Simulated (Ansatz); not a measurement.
AlPd:
```yaml
crystal:
  lattice:
    - [1.39637, -4.97231, 0.00000]
    - [1.39637, 4.97231, 0.00000]
    - [0.00000, 0.00000, 4.22024]
  atoms:
    - { symbol: Al, position: [0.65190, 0.34810, 0.25000] }
    - { symbol: Pd, position: [0.91009, 0.08991, 0.25000] }
    - { symbol: Al, position: [0.34810, 0.65190, 0.75000] }
    - { symbol: Pd, position: [0.08991, 0.91009, 0.75000] }
```

Relaxed with PBEsol. Special points in fractions of this cell's reciprocal vectors: Γ (0.000, 0.000, 0.000); Y (-0.500, 0.500, 0.000); C0 (-0.270, 0.730, 0.000); Σ0 (0.270, 0.270, 0.000); Z (0.000, 0.000, 0.500); A0 (0.270, 0.270, 0.500); E0 (-0.270, 0.730, 0.500); T (-0.500, 0.500, 0.500); S (0.000, 0.500, 0.000); R (0.000, 0.500, 0.500).

Question: List the band energies nearest the Fermi level at these points for DFT-PBEsol in the program Ansatz with PAW potentials.

Answer: In eV from the Fermi level; about four levels below and three above (degenerate sets whole), none deeper than 8.9 eV; points with the same levels are listed once.

```csv
k,below,above
Γ,-2.35 -1.89 -1.86 -0.95,2.11 4.26 5.17
Y,-3.00 -2.72 -2.30 -2.22,0.25 1.67 2.12
C0,-2.84 -2.66 -2.50 -0.74,0.17 2.60 3.46
Z,-2.12 -2.12 -1.46 -1.46,2.22 2.22 9.05 9.05
A0,-1.40 -1.40 -0.22 -0.22,0.99 0.99 5.62 5.62
T,-2.22 -2.22 -2.06 -2.06,6.57 6.57 7.69 7.69
S,-2.93 -2.63 -1.75 -0.40,0.57 0.97 3.58
R,-2.75 -2.75 -1.14 -1.14,0.13 0.13 0.87 0.87
```

Space group Cmcm. The start of the workflow was typed in or built on a structure type; neither database checked (COD, Materials Project) lists it. Whether it is the stable phase at ambient conditions was not checked. Symmetry was held in the PBEsol relaxation; whether a distortion lowers the energy is not shown. No spin polarisation was allowed. Scalar-relativistic: spin–orbit coupling is off unless named, which matters more the heavier the elements.

Potentials: the later of the program's two PAW sets.
